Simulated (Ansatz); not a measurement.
SnSe: do energies and stresses tell the same story?

The calculation used DFT r2SCAN, scalar-relativistic, plane waves, PAW in Ansatz 0.2.0.

Plane waves to 500 eV, a k mesh through Γ of 10×10×10 on the computed 2-atom cell and Gaussian smearing (0.02 eV); no spin polarisation.

Relaxed cell: Fm-3m, a = 6.020 Å, b = 6.020 Å, c = 6.020 Å, α = 90.00°, β = 90.00°, γ = 90.00°, 2 atoms in the primitive cell. This rock-salt form isn't the usual stable structure of the compound.

Energies at zero smearing and pressures from the stress tensor, at volumes with shape and atoms relaxed:
```
V (Å³/atom) E − E(first) (meV/atom) P (GPa)
     25.635                     0.00     3.71
     26.453                   -13.65     1.69
     27.271                   -17.78    -0.03
     28.089                   -13.76    -1.50
     28.907                    -2.79    -2.76
```

**Question.** Check P = −dE/dV between neighbouring volumes, and get the bulk modulus from the pressures alone.

**Answer.** With 1 eV/Å³ = 160.2 GPa:
| middle V (Å³/atom) | −ΔE/ΔV (GPa) | mean P (GPa) |
| --- | --- | --- |
| 26.044 | 2.674 | 2.701 |
| 26.862 | 0.807 | 0.830 |
| 27.680 | -0.787 | -0.767 |
| 28.498 | -2.149 | -2.132 |

The two differ by 0.03 GPa at most. The mean of two end pressures misses the average over a step by about ΔV² P″/12, up to 0.03 GPa here; with that taken off 0.00 GPa remains. Around V = 27.271 Å³/atom, the two neighbours give B = −V ΔP/ΔV = 27.271 × 3.19 / 1.636 = 53.2 GPa, against B0 = 53.1 GPa from the Birch–Murnaghan fit of the energies.